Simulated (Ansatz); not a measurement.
Crystals of one structure type (rock salt) and one family of elements, relaxed and computed with PBE in the plane-wave PAW code Ansatz.

```json
[
 {"crystal": "MgO", "V (Å³/atom)": "9.63", "B₀ by P(V) fit (GPa)": "149"},
 {"crystal": "BeS", "V (Å³/atom)": "12.40", "B₀ by P(V) fit (GPa)": "107"},
 {"crystal": "CaO", "V (Å³/atom)": "14.09", "B₀ by P(V) fit (GPa)": "105"},
 {"crystal": "SrO", "V (Å³/atom)": "17.53", "B₀ by P(V) fit (GPa)": "84.6"},
 {"crystal": "MgS", "V (Å³/atom)": "17.88", "B₀ by P(V) fit (GPa)": "?"},
 {"crystal": "BaO", "V (Å³/atom)": "21.65", "B₀ by P(V) fit (GPa)": "68.9"}
]
```

Fit a straight line to ln B₀ against ln V and predict the withheld value.

Least squares on the 5 shown rows: ln B₀ = -0.91 × ln V + (7.033), with a scatter of 3.7 %. For MgS this gives 82.2. The run itself gave 73.9, a miss of 11.2 % of that, well beyond the scatter: the line misses something about this case.

Typed or built starts, not in the databases checked: BeS, rock salt. All cells were relaxed under the symmetry of their starts (and spin orders); stability against distortions was not tested throughout. Spin–orbit coupling is left out wherever it is not named.

Potentials: the earlier of the program's two PAW sets.
